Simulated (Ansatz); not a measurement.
Data:

MgO:
```
MgO
1.0
    3.49395     0.00000     0.00000
   -1.74697     3.02585     0.00000
    0.00000     0.00000     4.19404
Mg O
2 2
Direct
  0.66667   0.33333   0.75000
  0.33333   0.66667   0.25000
  0.66667   0.33333   0.25000
  0.33333   0.66667   0.75000
```

This is the PBEsol-relaxed structure. Tensor components refer to the Cartesian frame of this cell.

Question: All from plane-wave PAW PBEsol (Ansatz code), unless another level is named. Estimate the bulk modulus (Birch–Murnaghan fit).

Answer: 130 GPa.

Question: What about the elastic constants (relaxed ions, GPa)?

Answer: C11 = 182, C12 = 125, C13 = 75.3, C33 = 259, C44 = 113.

Space group P6_3/mmc. The workflow started from a Materials Project entry (that database holds measured and hypothetical structures alike); the Crystallography Open Database copy checked does not list it. It is not the phase usual at ambient conditions (space group No. 225). The PBEsol relaxation kept the symmetry of its start; phonons on a q-mesh show no instability.

Potentials: the later of the program's two PAW sets.
